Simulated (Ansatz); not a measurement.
CdF2 (fluorite, space group No. 225), a = b = c = 5.3839 Å, α = β = γ = 90.00°; the cell used has 3 atoms.

Relaxed with PBEsol. Independent-particle spectrum: no excitons, no local fields, no scissors shift; 0.1 eV broadening; ε₁ of the summed bands alone.

Problem. Tabulate the dielectric function from plane-wave PAW PBEsol (Ansatz code).

Solution. 

```tsv
E (eV)	ε₁ xx	ε₂ xx
0.0	2.71	0.00
0.4	2.71	0.00
0.8	2.73	0.00
1.2	2.75	0.00
1.6	2.78	0.00
2.0	2.82	0.00
2.4	2.88	0.00
2.8	2.97	0.00
3.2	3.11	0.00
3.6	3.37	0.06
4.0	3.76	0.44
4.4	3.52	0.93
4.8	3.29	1.13
5.2	3.10	1.24
5.6	2.94	1.30
6.0	2.80	1.34
6.4	2.68	1.36
6.8	2.57	1.37
7.2	2.47	1.36
7.6	2.35	1.36
8.0	2.22	1.08
8.4	2.56	0.96
8.8	2.91	1.43
9.2	2.66	1.15
9.6	3.34	1.67
10.0	2.87	3.11
10.4	1.19	2.61
10.8	0.90	1.35
11.2	1.77	0.90
11.6	2.40	1.21
12.0	2.80	2.10
```

Problem. From ε at 4.0 eV (xx: 3.76 + 0.44i), find n, k, the normal reflectivity and the absorption coefficient.

Solution. n = 1.94, k = 0.113, R = 10 %, α = 2kE/ħc = 46000 cm⁻¹.

With all bands, ε∞ without local fields is 3.02. DFPT, with local fields, gives 2.91.

Space group Fm-3m (fluorite). Symmetry was held in the PBEsol relaxation. Spin–orbit coupling is left out wherever it is not named.

Potentials: the later of the program's two PAW sets.
